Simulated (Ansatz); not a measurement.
## Cold compression of BiB (CsCl type)

```
CELL_PARAMETERS angstrom
3.36228 0.00000 0.00000
0.00000 3.36228 0.00000
0.00000 0.00000 3.36228
ATOMIC_POSITIONS crystal
B 0.00000 0.00000 0.00000
Bi 0.50000 0.50000 0.50000
```

The cell comes from a relaxation on PAW files under the same functional, begun from a prototype that needn't be the stable phase.

Its volume is scaled at fixed shape and fractional positions.

Level of theory: DFT with PBE, scalar-relativistic, in Ansatz 0.2.0; a Γ-centred 13×13×13 k mesh, Fermi–Dirac smearing of 0.05 eV, no spin polarisation. LAPW: all electrons, basis error target 1 meV/atom; PAW: frozen-core files, cutoff 420 eV; crystal datasets: all electrons, by PAW datasets that the program makes for each cell; norm-conserving: pseudopotentials, cutoff 1116 eV; PAW (cutoff 250 eV): frozen-core files, cutoff 250 eV.

Energies are extrapolated to zero smearing and count from the unscaled cell; pressure is positive in compression; gaps take the mesh and a band path. No temperature or zero-point motion is included.

Spin–orbit coupling is left out, which matters for the heavy atoms. The structure type is held throughout; the real material can change phase at far lower pressure.

| V/V0 | V (Å³/atom) | P LAPW (GPa) | ΔE LAPW (eV/atom) | P PAW − LAPW (GPa) | ΔE PAW − LAPW (meV/atom) |
| --- | --- | --- | --- | --- | --- |
| 1.00 | 19.01 | 0.03 | 0.000 | -0.02 | 0.0 |
| 0.88 | 16.72 | 12.10 | 0.078 | -0.03 | -0.3 |
| 0.78 | 14.82 | ? | 0.320 | -0.05 | -0.7 |
| 0.68 | 12.92 | 65.1 | 0.864 | -0.06 | -1.3 |
| 0.58 | 11.02 | 132.9 | 1.991 | -0.01 | -1.8 |
| 0.50 | 9.50 | 237.1 | 3.696 | 0.20 | -0.8 |
| 0.43 | 8.17 | 403.3 | 6.287 | 0.63 | 2.1 |

Q: What belongs in the row "0.78", column "P LAPW (GPa)"?

A: 30.6.

Q: Fit the Vinet equation to the LAPW pressures over the whole range, with residuals weighted by 1/(|P| + 0.03·Pmax).

A: V0 = 19.04 Å³/atom, B0 = 64.8 GPa and B0′ = 5.23, and the fit misses no point by more than 3.9 GPa. A fit over so wide a range pins B0 less well than one near rest.

Q: At the smallest volume, how far do crystal datasets and norm-conserving and PAW (cutoff 250 eV) lie from LAPW in pressure?

A: crystal datasets: +0.01 GPa; norm-conserving: +1.16 GPa; PAW (cutoff 250 eV): -0.39 GPa, on a LAPW pressure of 403.3 GPa.

Q: How do the Löwdin populations by LAPW change from the unscaled cell to the last row?

A: B 2s 1.58 → 1.25, B 2p 2.00 → 2.92, Bi 6s 1.83 → 1.39, Bi 5p 6.00 → 5.96, Bi 6p 2.54 → 2.43, Bi 5d 9.99 → 9.95 electrons an atom. These are projections on the shells that the free atoms fill; 0.06 e a cell lies outside them at the start and 0.15 e at the end.
